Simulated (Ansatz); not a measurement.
**NaCl: from a starting cell to a relaxed one**

The start is a relaxed NaCl cell, doubled along one cell vector, shaken by Gaussian noise of σ = 0.08 Å a coordinate. The structure is fully relaxed (lattice and positions, P = 0) with r2SCAN (plane waves to 500 eV, PAW, scalar-relativistic; Ansatz, a first-principles code). The first steps use a coarse 7×7×4 k-mesh.

Initial structure:
```yaml
crystal:
  lattice:
    - [0.00000, 2.80386, 2.80386]
    - [2.80386, 0.00000, 2.80386]
    - [5.60772, 5.60772, 0.00000]
  atoms:
    - { symbol: Cl, position: [0.99849, 0.02894, 0.98725] }
    - { symbol: Cl, position: [0.99154, 0.03577, 0.50005] }
    - { symbol: Na, position: [0.47353, 0.48993, 0.26610] }
    - { symbol: Na, position: [0.51222, 0.48308, 0.74810] }
```

Problem. What band gap does the relaxed structure have at this level?

Solution. 5.97 eV, direct at Γ (no spin-orbit coupling).

The end point of the relaxation:

```cif
data_Cl4Na4
_chemical_formula_sum 'Cl4 Na4'
_space_group_name_H-M_alt 'Fm-3m'
_space_group_IT_number 225
_space_group_name_Hall '-F 4 2 3'
_cell_length_a 5.60796
_cell_length_b 5.60796
_cell_length_c 5.60796
_cell_angle_alpha 90.000
_cell_angle_beta 90.000
_cell_angle_gamma 90.000
loop_
_atom_site_label
_atom_site_type_symbol
_atom_site_symmetry_multiplicity
_atom_site_Wyckoff_symbol
_atom_site_fract_x
_atom_site_fract_y
_atom_site_fract_z
_atom_site_occupancy
Cl1 Cl 4 a 0.00000 0.00000 0.00000 1
Na1 Na 4 b 0.50000 0.50000 0.50000 1
```
(The calculation used a cell of 2 atoms; values per cell refer to that cell.)

Final values are on a 10×10×10 k-mesh of the relaxed cell. No spin polarisation in the result.
